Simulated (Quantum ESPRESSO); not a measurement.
pw.x input (Quantum ESPRESSO 7.5; PBEsol, PseudoDojo standard norm-conserving files, fully relativistic):

```
&CONTROL
  calculation = 'scf'
  pseudo_dir = './pseudo'
  outdir = './out'
  tprnfor = .true.
  tstress = .true.
/
&SYSTEM
  ibrav = 0
  nat = 5
  ntyp = 3
  ecutwfc = 84.0
  ecutrho = 336.0
  occupations = 'smearing'
  smearing = 'fd'
  degauss = 0.002
  nbnd = 48
  noncolin = .true.
  lspinorb = .true.
/
&ELECTRONS
  conv_thr = 5e-10
/
ATOMIC_SPECIES
F 18.9984 F.upf
Sr 87.6200 Sr.upf
Cs 132.9055 Cs.upf
CELL_PARAMETERS angstrom
  4.763250000000   0.000000000000   0.000000000000
  0.000000000000   4.763250000000   0.000000000000
  0.000000000000   0.000000000000   4.763250000000
ATOMIC_POSITIONS crystal
F   0.000000000000   0.500000000000   0.500000000000
F   0.500000000000   0.000000000000   0.500000000000
F   0.500000000000   0.500000000000   0.000000000000
Sr   0.500000000000   0.500000000000   0.500000000000
Cs   0.000000000000   0.000000000000   0.000000000000
K_POINTS automatic
6 6 6 0 0 0
```

End of the output:

```

[...]
     the Fermi energy is     7.6245 ev
!    total energy              =    -263.26671388 Ry
     estimated scf accuracy    <          4.1E-10 Ry
     smearing contrib. (-TS)   =      -0.00000000 Ry
     internal energy E=F+TS    =    -263.26671388 Ry
     The total energy is F=E-TS. E is the sum of the following terms:
     one-electron contribution =    -107.23394271 Ry
     hartree contribution      =      74.49573030 Ry
     xc contribution           =     -63.13729470 Ry
     ewald contribution        =    -167.39120678 Ry
     convergence has been achieved in   9 iterations
     Forces acting on atoms (cartesian axes, Ry/au):
     atom    1 type  1   force =     0.00000000    0.00000000    0.00000000
     atom    2 type  1   force =     0.00000000    0.00000000    0.00000000
     atom    3 type  1   force =     0.00000000    0.00000000    0.00000000
     atom    4 type  2   force =     0.00000000    0.00000000    0.00000000
     atom    5 type  3   force =     0.00000000    0.00000000    0.00000000
     Total force =     0.000000     Total SCF correction =     0.000000
     Computing stress (Cartesian axis) and pressure
          total   stress  (Ry/bohr**3)                   (kbar)     P=       -8.00
  -0.00005436   0.00000000   0.00000000           -8.00        0.00        0.00
   0.00000000  -0.00005436   0.00000000            0.00       -8.00        0.00
   0.00000000   0.00000000  -0.00005436            0.00        0.00       -8.00
```
In a gapped system the printed Fermi energy is only some level inside the gap.

Geometry of the Materials Project entry, not relaxed at this level.
